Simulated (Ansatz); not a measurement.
# HfN: is the k mesh converged?

HfN in the rock-salt structure, in a typed cell, not relaxed.

```yaml
# lattice in Å, fractional positions
crystal:
  lattice:
    - [0.00000, 2.26500, 2.26500]
    - [2.26500, 0.00000, 2.26500]
    - [2.26500, 2.26500, 0.00000]
  atoms:
    - { symbol: Hf, position: [0.00000, 0.00000, 0.00000] }
    - { symbol: N, position: [0.50000, 0.50000, 0.50000] }
```

Computed with Ansatz (plane-wave DFT, scalar-relativistic): PBE; Ansatz hand-made PAW at 870 eV; k mesh 8×8×8; Fermi–Dirac smearing of 0.1 eV; no spin. Phonons (finite displacements in cells commensurate with each q) are harmonic and in cm⁻¹; i marks an unstable mode. Zone-centre lists hold the optical modes without the non-analytic term.

Caveats: coarse k mesh.

At 11.62 Å³ an atom it gives top Γ mode (cm⁻¹) 489; lowest mode at X = [0.5, 0, 0.5] (cm⁻¹) 143; top mode at X = [0.5, 0, 0.5] (cm⁻¹) 504.

Task: Repeat on 12×12×12. Do the numbers hold?

Result: 
```csv
k mesh,cutoff (eV),volume (Å³/atom),top Γ mode (cm⁻¹),"lowest mode at X = [0.5, 0, 0.5] (cm⁻¹)","top mode at X = [0.5, 0, 0.5] (cm⁻¹)"
12×12×12,870,11.62,491,144,501
```

These numbers hold within 1 %, but another mode of these runs, not in the table, moves by 52 cm⁻¹.
